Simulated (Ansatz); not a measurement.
**Structure relaxation, Ti3Al**

The start is a generated cell, Ti3Al built in the AFLOW prototype A3B_cI8_229_b_a (as in H3S). A full variable-cell relaxation at zero pressure is run with PBE (plane waves to 420 eV, PAW, scalar-relativistic; Ansatz, a first-principles code). The first steps use a coarse 9×9×9 k-mesh.

Starting cell:
```
Ti3Al
1.0
   -2.61024     2.61024     2.61024
    2.61024    -2.61024     2.61024
    2.61024     2.61024    -2.61024
Ti Al
3 1
Direct
  0.00000   0.50000   0.50000
  0.50000   0.50000   0.00000
  0.50000   0.00000   0.50000
  0.00000   0.00000   0.00000
```

**Question.** How large is the pressure on the unrelaxed cell, and of which sign?

**Answer.** +2.9 GPa (positive: the cell is compressed).

**Question.** How does the volume per atom move from start to end?

**Answer.** +3.6 %, from 17.78 to 18.42 Å³/atom.

**Question.** How do the shortest distances between atoms change?

**Answer.** The closest pairs of elements (up to four, under 3.6 Å), start → end: Ti–Ti 2.61 → 2.64 Å; Al–Ti 2.61 → 2.64 Å.

**Question.** What band gap does the relaxed structure have at this level?

**Answer.** Zero (metallic).

**Question.** Give the final cell and atomic positions.

**Answer.** 
Space group Im-3m (No. 229); a = 5.2817 Å, b = 5.2817 Å, c = 5.2817 Å, α = 90.00°, β = 90.00°, γ = 90.00°

| atom | site | symmetry | x | y | z |
|---|---|---|---|---|---|
| Ti | 6b | 4/mm.m | 0.0000 | 0.0000 | 0.5000 |
| Al | 2a | m-3m | 0.0000 | 0.0000 | 0.0000 |
(The calculation used a cell of 4 atoms; values per cell refer to that cell.)

The space group stays Im-3m (No. 229) (the run could not lower it); the end is AFLOW prototype A3B_cI8_229_b_a (as in H3S), with 4 atoms in the primitive cell. Final values are on a 13×13×13 k-mesh of the relaxed cell. No spin polarisation in the result.

The run could not lose the symmetry of its start, so the end can be a saddle point.

All atoms sit on sites fixed by symmetry, so only the cell could relax.

The relaxed structure here is a generated cell of Ti3Al: the first start was made by placing the elements on the sites of a structure type, and the end was not matched to a known phase here, so it may be hypothetical. Known forms of Ti3Al include space group No. 194.
